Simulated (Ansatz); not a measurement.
**MgCu3Te2Br2O6: 25Mg nuclear quadrupole resonance**

Cell: a Materials Project structure (computed, not necessarily an observed phase), taken as it stands.

Space group C2 (No. 5); a = 10.0797, b = 6.6600, c = 8.7103 Å, β = 110.99°.

| site | Wyckoff | site symmetry | x | y | z |
| --- | --- | --- | --- | --- | --- |
| Mg | 2b | 2 | 0.5000 | 0.7277 | 0.5000 |
| Cu2 | 4c | 1 | 0.1519 | 0.9838 | 0.3487 |
| Cu3 | 2b | 2 | 0.5000 | 0.1788 | 0.5000 |
| Te | 4c | 1 | 0.3352 | 0.9960 | 0.7532 |
| Br | 4c | 1 | 0.2449 | 0.9248 | 0.1369 |
| O9 | 4c | 1 | 0.8509 | 0.0043 | 0.4116 |
| O10 | 4c | 1 | 0.4003 | 0.7783 | 0.6568 |
| O11 | 4c | 1 | 0.5794 | 0.1980 | 0.3384 |

One atom of each set is listed; the run and its k-mesh use a cell of 14 atoms with edges of 6.04, 6.04, 8.71 Å.

Computed with Ansatz: DFT, PBE, plane waves and PAW, scalar-relativistic, 420 eV cutoff, Γ-centred 6×6×4 k-points, Fermi–Dirac smearing 0.05 eV.

25Mg: I = 5/2, Q = 199.4 mb (year-2017 value). Static lattice, zero field.

Problem. Predict the zero-field 25Mg lines of each site.

Solution. For I = 5/2 and η = 0 the lines are 3|C_Q|/20 and twice that; η pulls their ratio below 2.

```json
{"site": "Mg", "atoms": "1", "V_zz (10²¹ V/m²)": "-2.71", "C_Q (MHz)": "-13.1", "η": "0.23", "line frequencies (MHz)": "2.06, 3.88"}
```

The run finds no gap above 0.1 eV (a metal, or nearly one), so the gradients can move by 10 % or more with the k-mesh. Semilocal functionals can leave a metal where correlation in the d or f shell opens a gap in the real compound, and that would change the values at and beside Cu.

Hardware: 1 thread of Arm Neoverse V2 (aarch64; 8 cores open to the job, memory cap 3.0 GiB, no GPU), a shared host with a load of 0.3 a core. Wall time 3.3 min, CPU time 3.3 min, peak memory 1.1 GiB.
